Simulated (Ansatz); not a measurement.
**KCl with Cs replacing K: gradients before and after relaxing the atoms**

Start: a supercell of KCl (rock salt type, Fm-3m) built from an entry of the Crystallography Open Database (COD), with all atoms left at the host's positions.

Space group Fm-3m (No. 225); a = 18.8788 Å.

| site | Wyckoff | site symmetry | x | y | z |
| --- | --- | --- | --- | --- | --- |
| Cs | 4a | m-3m | 0.0000 | 0.0000 | 0.0000 |
| K2 | 48h | m.m2 | 0.1667 | 0.1667 | 0.0000 |
| K5 | 32f | .3m | 0.3333 | 0.1667 | 0.1667 |
| K15 | 24e | 4m.m | 0.5000 | 0.5000 | 0.3333 |
| Cl28 | 32f | .3m | 0.1667 | 0.1667 | 0.1667 |
| Cl30 | 24e | 4m.m | 0.5000 | 0.5000 | 0.1667 |
| Cl32 | 48i | m.m2 | 0.5000 | 0.3333 | 0.3333 |
| Cl41 | 4b | m-3m | 0.5000 | 0.5000 | 0.5000 |

One atom of each set is listed; the run and its k-mesh use a cell of 54 atoms with edges of 13.35, 13.35, 13.35 Å.

Computed with Ansatz: DFT, PBE, plane waves and PAW, scalar-relativistic, 420 eV cutoff, Γ-centred 2×2×2 k-points, Fermi–Dirac smearing 0.01 eV.

The largest force at the start is 0.54 eV/Å. Relaxing the ions at fixed cell moves them by 0.164 Å at most (atom 30, Cl) and 0.059 Å rms.

```
site  moved (Å)             first shell before                   first shell after  V_zz before (10²¹ V/m²)  η before
  Cs      0.000                 6 Cl at 3.15 Å                      6 Cl at 3.31 Å                     0.00         –
  K2      0.023                 6 Cl at 3.15 Å                 6 Cl at 3.13–3.17 Å                   -0.031      0.99
 K15      0.052                 6 Cl at 3.15 Å                 6 Cl at 3.03–3.14 Å                   -0.060      0.00
Cl28      0.003                  6 K at 3.15 Å                  6 K at 3.14–3.15 Å                    0.029      0.00
Cl30      0.164  5 K at 3.15 Å, 1 Cs at 3.15 Å  5 K at 3.03–3.17 Å, 1 Cs at 3.31 Å                    -1.60      0.00
Cl32      0.005                  6 K at 3.15 Å                  6 K at 3.13–3.14 Å                   -0.014      0.60
```

(1) What are V_zz and η after the relaxation?

Answers

(1) 

```
site  V_zz after  η after  change of V_zz
  Cs        0.00        –            0.00
  K2        0.32     0.78               –
 K15       -0.49     0.00           -0.43
Cl28       0.098     0.00           +0.07
Cl30       -1.06     0.00           +0.54
Cl32       -0.31     0.34           -0.30
```

The largest change of V_zz along a kept axis is on Cl30, from -1.60 to -1.06. In per cent, |V_zz| changes by -34 on Cl (all sites that start above 0.5). On K2 the largest principal value lies along another axis in the second run, so the two V_zz can't be compared directly. Other sites with |V_zz| of 0.02 or less aren't listed.

The defect repeats with the cell of 54 atoms, so it feels its images: sites between two images don't show the values beside a lone defect, and zeros or small values of η there can come from the images' arrangement. Without spin–orbit coupling (the program notes it for Cs) the gradients are little affected as a rule: paired runs on crystals with a gap mostly move them by under 2 % at such atoms.
Before: The neighbours have not yet relaxed around the defect (largest force 0.54 eV/Å), so a real crystal will differ.
After: The relaxation keeps the site symmetry m-3m of the start, so the impurity can't leave its site; a start off the site could end lower.
